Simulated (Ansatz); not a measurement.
CdS:
```
CdS
1.0
    4.15997     0.00000     0.00000
   -2.07999     3.60264     0.00000
    0.00000     0.00000    13.55379
Cd S
4 4
Direct
  0.00000   0.00000   0.00051
  0.00000   0.00000   0.50051
  0.66667   0.33333   0.75028
  0.33333   0.66667   0.25028
  0.00000   0.00000   0.81251
  0.00000   0.00000   0.31251
  0.66667   0.33333   0.56234
  0.33333   0.66667   0.06234
```

Tensor components refer to the Cartesian frame of this cell.

Give the proper piezoelectric stress tensor with relaxed ions from the program Ansatz at the r²SCAN level (PAW).

In C/m², rows x, y, z, Voigt columns; mesh uncertainty up to 0.01.
```
 0.00   0.00   0.00   0.00   0.18   0.00
 0.00   0.00   0.00   0.18   0.00   0.00
 0.20   0.20  -0.38   0.00   0.00   0.00
```

The elastic tensor of the same run (GPa):

```
84.8  52.4  43.9   0.0   0.0   0.0
52.4  84.8  43.9   0.0   0.0   0.0
43.9  43.9  93.8   0.0   0.0   0.0
 0.0   0.0   0.0  14.7   0.0   0.0
 0.0   0.0   0.0   0.0  14.7   0.0
 0.0   0.0   0.0   0.0   0.0  16.2
```

Convert to strain constants d = e·S.

In pC/N:
```
 0.0   0.0   0.0   0.0  12.1   0.0
 0.0   0.0   0.0  12.1   0.0   0.0
 4.0   4.0  -7.8   0.0   0.0   0.0
```

Space group P6_3mc. A made-up cell: these elements were put on the sites of a structure type. Its sites differ from those of the usual phase in this space group: another stacking or structure type. The cell was relaxed with r²SCAN under the symmetry of its start; its stability against distortions is not shown here. Signs of piezoelectric constants follow the polarity of the cell as given.

Potentials: the later of the program's two PAW sets.
